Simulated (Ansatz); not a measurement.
**Stability checks on a candidate for Zr₃SeS₂**

It was reached by relaxing an invented guess, and it needn't be the stable form of this composition.

Theory: DFT PBE, scalar-relativistic, plane waves, PAW in Ansatz 0.2.0. Cutoff 420 eV, Γ-centred 12×12×4 mesh (6-atom cell), Gaussian smearing of 0.10 eV, no spin polarisation.

```cif
data_structure
_symmetry_space_group_name_H-M 'P-6m2'
_symmetry_Int_Tables_number 187
_cell_length_a 3.5126
_cell_length_b 3.5126
_cell_length_c 10.4595
_cell_angle_alpha 90.000
_cell_angle_beta 90.000
_cell_angle_gamma 120.000
_cell_volume 111.76
loop_
_atom_site_label
_atom_site_type_symbol
_atom_site_symmetry_multiplicity
_atom_site_Wyckoff_symbol
_atom_site_fract_x
_atom_site_fract_y
_atom_site_fract_z
_atom_site_occupancy
Zr1 Zr 2 i 0.66667 0.33333 0.17777 1
Zr2 Zr 1 b 0.00000 0.00000 0.50000 1
Se1 Se 1 a 0.00000 0.00000 0.00000 1
S1 S 2 h 0.33333 0.66667 0.34065 1
```

The zero of energy is the elements' standard structures at the same level; no fitted shifts are applied.

Task: These tests were run: energy against the elements; phonons on a 2×2×1 q mesh; elastic tensor. What do they show?

Result:

| test | result |
| --- | --- |
| energy against the elements | −1.37 eV/atom |
| phonons on a 2×2×1 q mesh | no imaginary mode on the mesh |
| elastic tensor | least eigenvalue 40 GPa |

It fails none of these tests. Whether a mixture of other phases lies lower isn't tested here.

The reference forms of S and Se are held partly by dispersion forces, which this level lacks. The run for the phonons used a 12×12×4 k mesh and Fermi–Dirac smearing of 0.15 eV. The run for the elastic tensor used a 12×12×4 k mesh and Fermi–Dirac smearing of 0.15 eV.
